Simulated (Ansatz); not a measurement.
LiNbO$_{3}$ (space group R-3c)

```
CELL_PARAMETERS angstrom
      2.56213     1.47925     4.51823
     -2.56213     1.47925     4.51823
      0.00000    -2.95850     4.51823
ATOMIC_POSITIONS crystal
  Li 0.75000 0.75000 0.75000
  Li 0.25000 0.25000 0.25000
  Nb 0.00000 0.00000 0.00000
  Nb 0.50000 0.50000 0.50000
  O  0.62539 0.87461 0.25000
  O  0.37461 0.12539 0.75000
  O  0.25000 0.62539 0.87461
  O  0.75000 0.37461 0.12539
  O  0.87461 0.25000 0.62539
  O  0.12539 0.75000 0.37461
```

The slice is a (-1 1 0 4) plane (indices of the conventional cell) through the point (0.250, 0.625, 0.875) (fractional), spanned by u = [1 0 -1] and v = [1 -1 1] in vectors of this cell: u (5.12 Å) and v (7.44 Å, at 90° to u). It covers one period; positions are fractions (u, v).

The numbers are results of LDA (plane waves to 420 eV, PAW, scalar-relativistic; Ansatz, a quantum-chemistry and plane-wave program), not measurements. k mesh 8×8×8. These are valence fields of a PAW run, semicore shells included where kept as valence: close to a nucleus they are smooth pseudo fields. LiNbO3 is run without spin polarisation. LiNbO3 was relaxed with its symmetry unable to fall. This is one of several known forms of LiNbO3; the measured ambient cells at hand have space group No. 161.

### Question
Sketch the electron localisation function (ELF) on this plane as a map.

### Answer
```
v \ u  0.00  0.14  0.29  0.43  0.57  0.71  0.86
-----  ----  ----  ----  ----  ----  ----  ----
0.90   0.79  0.34  0.14  0.58  0.77  0.12  0.52
0.80   0.04  0.09  0.08  0.53  0.63  0.10  0.04
0.70   0.06  0.51  0.36  0.03  0.03  0.03  0.01
0.60   0.04  0.23  0.19  0.17  0.78  0.76  0.09
0.50   0.16  0.27  0.09  0.35     x  0.78  0.25
0.40   0.64  0.78  0.18  0.10  0.76  0.73  0.07
0.30   0.46  0.68  0.13  0.10  0.05  0.04  0.04
0.20   0.04  0.03  0.13  0.57  0.17  0.02  0.01
0.10   0.81  0.49  0.09  0.29  0.08  0.03  0.58
0.00      x  0.78  0.09  0.16  0.28  0.06  0.81
```

Values: electron localisation function (ELF). Points within 0.4 Å of a nucleus are blanked (x), as the pseudised field means little there.
